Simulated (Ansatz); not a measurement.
The slice is one period of a {100} plane through atoms; its size isn't given.

Calculation: PBE (plane waves to 420 eV, PAW, scalar-relativistic; Ansatz, a program for electronic structure). Near the nuclei the fields are pseudised (PAW); where an atom keeps semicore shells as valence, they peak there.

```
|889999999988664422110000000000112244668899999999|
|999999999977553322110000000000112233557799999999|
|999999998866443322111111111111112233446688999999|
|999999887755332222111111111111112222335577889999|
|888877665544332222222233333322222222334455667788|
|666655443333222233334444444444333322223333445566|
|444433332222223344445555555555444433222222333344|
|222222222222334455556677777766555544332222222222|
|111111111122334455777788888877775544332211111111|
|000000111122445566778888888888776655442211110000|
|000000111133445577888888888888887755443311110000|
|000000111133445577888888888888887755443311110000|
|000000111133445577888888888888887755443311110000|
|000000111122445566778888888888776655442211110000|
|111111111122334455777788888877775544332211111111|
|222222222222334455556677777766555544332222222222|
|444433332222223344445555555555444433222222333344|
|666655443333222233334444444444333322223333445566|
|888877665544332222222233333322222222334455667788|
|999999887755332222111111111111112222335577889999|
|999999998866443322111111111111112233446688999999|
|999999999977553322110000000000112233557799999999|
|889999999988664422110000000000112244668899999999|
|888899999988664422110000000000112244668899999988|
```
Scale: ten equal steps from -0.64 (start of '0') to 0.68 (end of '9'), in the order '0123456789'. Values: log₁₀ of the valence density in e/Å³. The map has 24 points along u (two characters each, u = 0 at the left) and 24 along v (v = 0 in the bottom row). The scale is logarithmic, as a density can span decades between atoms and voids.

```
|xxx#@@#-    .    -#@@#xx|
|xxx%@%+:   ...   :+%@%xx|
|x#%%%*-   .:-:.   -*%%%#|
|@@@%*=.  .-=+=-.  .=*%@@|
|@@%*=.  .=*###*=.  .=*%@|
|##+-.  .=#%@@@%#=.  .-+#|
|=-:   .+%@@@@@@@%+.   :-|
|.    .=%@@@@@@@@@%=.    |
|    .=#@@@%#x#%@@@#=.   |
|   .-*%@@%xxxxx%@@%*-.  |
|  .:=#@@@#xxxxx#@@@#=:. |
|...-+#@@@xxxxxxx@@@#+-..|
|  .:=#@@@#xxxxx#@@@#=:. |
|   .-*%@@%xxxxx%@@%*-.  |
|    .=#@@@%#x#%@@@#=.   |
|.    .=%@@@@@@@@@%=.    |
|=-:   .+%@@@@@@@%+.   :-|
|##+-.  .=#%@@@%#=.  .-+#|
|@@%*=.  .=*###*=.  .=*%@|
|@@@%*=.  .-=+=-.  .=*%@@|
|x#%%%*-   .:-:.   -*%%%#|
|xxx%@%+:   ...   :+%@%xx|
|xxx#@@#-    .    -#@@#xx|
|xxxx@@#=.   .   .=#@@xxx|
```
Scale: ten equal steps from 0.14 (start of ' ') to 0.80 (end of '@'), in the order ' .:-=+*#%@'. Values: electron localisation function (ELF). The map has 24 points along u (one character each, u = 0 at the left) and 24 along v (v = 0 in the bottom row). Points within 0.4 Å of a nucleus are blanked (x), as the pseudised field means little there.

Task: Which relaxed crystal do these maps come from?
A. MgO (rock salt)
B. TaN (rock salt)
C. CdO (rock salt)

Result: B, TaN (rock salt). Atoms on the slice: N at (0.50, 0.50); Ta at (0.00, 0.00)

All were relaxed with their symmetry unable to fall. Spin-orbit coupling is left out. TaN is run without spin polarisation. The PAW data are Ansatz's earlier set. This is a high-temperature form of TaN.
